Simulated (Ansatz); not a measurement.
GaN (wurtzite)

```
GaN
1.0
    6.43675     0.00000     0.00000
   -1.60919     2.78720     0.00000
    0.00000     0.00000     5.24320
Ga N
4 4
Direct
  0.33333   0.33333   0.00096
  0.83333   0.33333   0.00096
  0.16667   0.66667   0.50096
  0.66667   0.66667   0.50096
  0.33333   0.33333   0.62424
  0.83333   0.33333   0.62424
  0.16667   0.66667   0.12424
  0.66667   0.66667   0.12424
```

The atoms are displaced by Q × the pattern below (from a DFPT mode at M = (0.5, 0.0, 0.0), largest move 1; Q in Å), at fixed cell. (q is in reciprocal vectors of the primitive cell; the cell shown is doubled to hold the pattern.)

```csv
atom,x,y,z
Ga1,0.809,0.467,-0.358
Ga2,-0.809,-0.467,0.358
Ga3,0.809,0.467,0.358
Ga4,-0.809,-0.467,-0.358
N5,0.137,0.079,0.155
N6,-0.137,-0.079,-0.155
N7,0.137,0.079,-0.155
N8,-0.137,-0.079,0.155
```

Computed with PBE (plane waves to 420 eV, PAW, scalar-relativistic; Ansatz, a quantum-chemistry and plane-wave program). k mesh 6×12×6 (Γ-centred), Fermi-Dirac smearing 0.05 eV. The energy includes the smearing's −TS. GaN was relaxed with its symmetry unable to fall. ΔE is measured from the undisplaced structure.

Estimate the ΔE (eV/cell) for Q (Å) = -0.280, -0.140, 0.047, 0.140, 0.233, 0.280.


```csv
Q (Å),ΔE (eV/cell)
-0.280,3.652
-0.140,0.921
0.047,0.103
0.140,0.921
0.233,2.545
0.280,3.652
```

(A displaced cell: forces are minus the slopes of the energy, force constants its curvatures, and phonons follow from these.)
